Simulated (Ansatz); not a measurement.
Cs2As3:
```yaml
crystal:
  lattice:
    - [0.00000, 5.26293, 7.89941]
    - [4.87493, 0.00000, 7.89941]
    - [4.87493, 5.26293, 0.00000]
  atoms:
    - { symbol: Cs, position: [0.75000, 0.75000, 0.75000] }
    - { symbol: Cs, position: [0.25000, 0.25000, 0.25000] }
    - { symbol: Cs, position: [0.72713, 0.27287, 0.72713] }
    - { symbol: Cs, position: [0.27287, 0.72713, 0.27287] }
    - { symbol: As, position: [0.13598, 0.71311, 0.86402] }
    - { symbol: As, position: [0.86402, 0.28689, 0.13598] }
    - { symbol: As, position: [0.71311, 0.13598, 0.28689] }
    - { symbol: As, position: [0.28689, 0.86402, 0.71311] }
    - { symbol: As, position: [0.84818, 0.84818, 0.15182] }
    - { symbol: As, position: [0.15182, 0.15182, 0.84818] }
```

Relaxed with r²SCAN.

Problem. Give the Bader charges and basin volumes of the independent atoms, r²SCAN (plane waves, PAW; program Ansatz).

Solution. 

| atom | Bader charge (e) | Bader volume (Å³) |
|---|---|---|
| Cs1 | +0.77 | 43.3 |
| Cs3 | +0.74 | 40.4 |
| As5 | -0.50 | 36.8 |
| As9 | -0.51 | 38.7 |

Space group Fmmm. The workflow started from a Materials Project entry (that database holds measured and hypothetical structures alike); the Crystallography Open Database copy checked does not list it. Whether it is the stable phase at ambient conditions was not checked. The cell was relaxed with r²SCAN under the symmetry of its start; its stability against distortions is not shown here. Spin–orbit coupling is left out wherever it is not named.

Potentials: the later of the program's two PAW sets.
